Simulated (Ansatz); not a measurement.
BAs (CsCl type, Pm-3m) at seven volumes, plane-wave PAW PBE (Ansatz code), scaled uniformly. One row is withheld.

| V (Å³/atom) | P (GPa) |
|---|---|
| 11.559 | 11.73 |
| 11.940 | 7.22 |
| 12.321 | 3.37 |
| 12.702 | 0.00 |
| 13.083 | -2.87 |
| 13.464 | -5.34 |
| 13.845 | ? |

Q: Fit the shown pressures and predict the withheld one.

A: P = (3/2)B₀(x^(7/2) − x^(5/2))[1 + (3/4)(B′ − 4)(x − 1)] with x = (V₀/V)^(2/3). Least squares on the six rows gives V₀ = 12.704 Å³/atom, B₀ = 103 GPa, B′ = 3.94. At V = 13.845, x = 0.9443 and P = -7.48 GPa. The run itself gave -7.38 GPa.

A made-up cell: these elements were put on the sites of a structure type; neither database checked (COD, Materials Project) lists it. It is not the phase usual at ambient conditions (space group No. 216). The PBE relaxation kept the symmetry of its start; whether a distortion lowers the energy is not shown.

Potentials: the later of the program's two PAW sets.
